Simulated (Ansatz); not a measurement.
LaSi3B3 in space group Pm-3n (No. 223; La on 2a, B on 6c, Si on 6d) at seven volumes, DFT-PBE in the program Ansatz with PAW potentials, scaled uniformly. One row is withheld.

| V (Å³/atom) | P (GPa) |
|---|---|
| 12.772 | ? |
| 13.193 | 8.73 |
| 13.614 | 4.04 |
| 14.035 | 0.00 |
| 14.456 | -3.49 |
| 14.878 | -6.49 |
| 15.299 | -9.08 |

Fit the shown pressures and predict the withheld one.

Third-order Birch–Murnaghan: P = (3/2)B₀(x^(7/2) − x^(5/2))[1 + (3/4)(B′ − 4)(x − 1)] with x = (V₀/V)^(2/3). Least squares on the six rows gives V₀ = 14.035 Å³/atom, B₀ = 124.9 GPa, B′ = 3.96. At V = 12.772, x = 1.0649 and P = 14.20 GPa. The run itself gave 14.16 GPa.

The start of the workflow was typed in or built on a structure type; neither database checked (COD, Materials Project) lists it. Whether it is the stable phase at ambient conditions was not checked. Symmetry was held in the PBE relaxation; its stability against distortions is not shown here. Spin–orbit coupling is left out wherever it is not named.

Potentials: the earlier of the program's two PAW sets.
